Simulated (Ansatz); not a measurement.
Task: Name crystals whose computed values (the program Ansatz at the LDA level (PAW)) fall in these windows: gap (eV) 2.3 to 2.9; B₀ by P(V) fit (GPa) 25 to 34.

Result: 

```tsv
crystal	gap (eV)	B₀ by P(V) fit (GPa)
CsCaH3, cubic perovskite	2.67	28.3
SnCl2, Pnma (Sn on 4c, Cl on 4c, Cl on 4c)	2.85	26.9
RbCaH3, cubic perovskite	2.83	29.0
```
Others may fit too.

Standing as an ambient phase not checked: CsCaH3, cubic perovskite; SnCl2, Pnma (Sn on 4c, Cl on 4c, Cl on 4c); RbCaH3, cubic perovskite. Weakly bound layers, chains or molecules computed without a dispersion correction, so cells and soft constants are ill determined: SnCl2, Pnma (Sn on 4c, Cl on 4c, Cl on 4c). All cells were relaxed under the symmetry of their starts (and spin orders); stability against distortions was not tested throughout. Scalar-relativistic: spin–orbit coupling is off unless named, which matters more the heavier the elements.

Potentials: the later of the program's two PAW sets.
